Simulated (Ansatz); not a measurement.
CdSe:
```
CdSe
1.0
    4.38292     0.00000     0.00000
   -2.19146     3.79572     0.00000
    0.00000     0.00000     7.15369
Cd Se
2 2
Cartesian
  2.19146   1.26524   0.00343
  0.00000   2.53048   3.58027
  2.19146   1.26524   4.46906
  0.00000   2.53048   0.89221
```

Relaxed with PBE.

**Question.** Give the Bader charges and basin volumes of the independent atoms, DFT-PBE in the program Ansatz with PAW potentials.

**Answer.** 

```json
[
 {"atom": "Cd1", "Bader charge (e)": "+0.73", "Bader volume (Å³)": "23.8"},
 {"atom": "Se3", "Bader charge (e)": "-0.73", "Bader volume (Å³)": "35.5"}
]
```

Space group P6_3mc (wurtzite). The cell was relaxed with PBE under the symmetry of its start.

Potentials: the later of the program's two PAW sets.
